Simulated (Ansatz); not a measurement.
CdNi₃N (anti-perovskite, Pm-3m), DFT-PBE in the program Ansatz with PAW potentials, all energies at zero smearing, with the estimated change up to a 700 eV cutoff added, with one set of potentials and settings (totals compare only within such a set). Cell of 5 atoms (1 Cd, 3 Ni, 1 N): -26158.009 eV.

| element | reference phase | E (eV/atom) |
|---|---|---|
| Cd | P6_3/mmc, 2 atoms in the cell | -8254.5258 |
| Ni | Fm-3m, 1 atoms in the cell, spin-polarised | -5839.7295 |
| N | Pa-3, 8 atoms in the cell | -384.0342 |

Formation energy per atom, worked out: (-26158.009 − 1×(-8254.5258) − 3×(-5839.7295) − 1×(-384.0342))/5 = -0.052 eV/atom (-5 kJ per mol of atoms), at 0 K, without zero-point energy or fitted corrections.

The workflow started from a Materials Project entry (that database holds measured and hypothetical structures alike); the Crystallography Open Database files this formula in space group No. 221, but the cells were not matched. Its standing as an ambient phase is unchecked. The cell was relaxed with PBE under the symmetry of its start; its stability against distortions is not shown here. No spin polarisation was allowed. The references are the lowest solids computed at this level, not always the standard phases (solids in place of the gases).

Potentials: the earlier of the program's two PAW sets.
